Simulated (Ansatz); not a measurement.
Bi2Se3, in the lowest of the structures calculated here: R-3m, hexagonal axes (No. 166), hR5, AFLOW prototype A2B3_hR5_166_c_ac (C33, as in Bi2Te3); a = b = 4.132 Å, c = 28.544 Å, α = β = 90.00°, γ = 120.00°; Bi 6c (0.000, 0.000, 0.400); Se 3a (0.000, 0.000, 0.000); Se 6c (0.000, 0.000, 0.211). Method: PBEsol (plane waves to 420 eV, PAW, scalar-relativistic; Ansatz, a quantum-chemistry and plane-wave program). Element references, the lowest calculated here: Bi (R-3m), Se (P3₁21).

Total energies (eV/atom, σ → 0; comparable only within this code, potentials and settings):

```
phase          E (eV/atom)
-------------  -----------
Bi2Se3 (R-3m)    -8152.695
Bi (R-3m)       -12244.466
Se (P3₁21)       -5424.216
```

Task: What is the formation energy of this R-3m form of Bi2Se3 from the elements?

Result: E_f = -8152.695 − [2 × (-12244.466) + 3 × (-5424.216)] / 5 = -0.38 eV/atom (-1.9 eV per formula unit).

Static energies, no anion corrections, no zero-point energy. Values are rounded to 0.01 eV/atom. Spin-orbit coupling is missing from these energies, which matters for elements this heavy. The compounds carry no spin polarisation.
